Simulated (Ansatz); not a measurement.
Cells of MgO relaxed with PBEsol (plane waves to 420 eV, PAW, scalar-relativistic; Ansatz, a quantum-chemistry and plane-wave program), each with a space-group label. One label is wrong.

**A**, labelled Pm-3m (No. 221)
```xyz
2
Lattice="2.6333 0.0000 0.0000 0.0000 2.6333 0.0000 0.0000 0.0000 2.6333" Properties=species:S:1:pos:R:3 pbc="T T T"
Mg     0.0000     0.0000     0.0000
O      1.3167     1.3167     1.3167
```

**B**, labelled P4/mmm (No. 123)
```xyz
2
Lattice="2.8089 0.0000 0.0000 0.0000 2.8089 0.0000 0.0000 0.0000 4.5168" Properties=species:S:1:pos:R:3 pbc="T T T"
Mg     1.4044     1.4044     0.0000
O      0.0000     0.0000     0.0000
```

**C**, labelled R3m (No. 160)
```xyz
8
Lattice="3.2553 0.0000 0.0000 -1.6277 2.8192 0.0000 0.0000 0.0000 10.4158" Properties=species:S:1:pos:R:3 pbc="T T T"
Mg     0.0000     0.0000     0.0245
Mg     0.0000     0.0000     5.2323
Mg     1.6277     0.9397     7.8223
Mg     0.0000     1.8795     2.6144
O      0.0000     0.0000     8.4467
O      0.0000     0.0000     3.2388
O      1.6277     0.9397     5.8467
O      0.0000     1.8795     0.6388
```

**D**, labelled R-3m (No. 166)
```
CELL_PARAMETERS angstrom
      1.64056     0.94718     7.70305
     -1.64056     0.94718     7.70305
      0.00000    -1.89435     7.70305
ATOMIC_POSITIONS crystal
  O  0.91803 0.91803 0.91803
  Mg 0.41502 0.41502 0.41502
  Mg 0.58498 0.58498 0.58498
  O  0.08197 0.08197 0.08197
```

**Question.** Which label is wrong, and what should it be (tolerance 0.01 Å)?

**Answer.** C: its symmetry is P6₃mc (No. 186), hP8, AFLOW prototype AB_hP8_186_ab_ab (B5, as in SiC); a = b = 3.255 Å, c = 10.416 Å, α = β = 90.00°, γ = 120.00°.

Each run could gain symmetry but not lose that of its start, so entries can be saddle points. All of these are generated cells (placed on structure types, drawn at random, substituted or restacked) that were not matched to a known phase here.

No spin polarisation in the result.
